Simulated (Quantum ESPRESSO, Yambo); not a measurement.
For NH4Br (space group P4/nmm, No. 129), Yambo gives the independent-particle static dielectric constant along x as 3.33 on PBEsol bands and 2.83 after a scissor of 2.42 eV widens every gap (4×4×6 mesh, 93 bands, 3 Ry local-field block, 0.2 eV broadening). Axes are Cartesian, with cell vectors (Å) (5.71, 0.00, 0.00), (0.00, 5.71, 0.00), (0.00, 0.00, 4.11).

Question: A scissor keeps the position matrix elements. In a one-oscillator model, how does ε − 1 scale, and what mean transition energy do the two values imply?

Answer: Each transition adds |r|²/E to ε − 1, so ε − 1 ∝ 1/(E0 + Δ). Then (2.83 − 1)/(3.33 − 1) = E0/(E0 + Δ) = 0.785, and E0 = Δ(ε' − 1)/(ε − ε') = 8.9 eV. The computed Im ε, weighted by 1/E up to 20 eV, has its mean at 9.2 eV; the smallest direct PBEsol gap is 4.23 eV. The scissor comes from a G0W0 run whose convergence isn't established. Convergence of the RPA response with its 4×4×6 mesh was not tested.

Bands from Quantum ESPRESSO.

Spin-orbit coupling is not included.

Geometry of the Materials Project entry, not relaxed at this level; primitive cell a = b = 5.7149 Å, c = 4.1067 Å, α = β = γ = 90.00°.

The distance between layers or molecules is the database entry's, not relaxed here. Functionals without dispersion can leave it too large, which widens gaps and weakens the response across layers: the numbers belong to this cell.
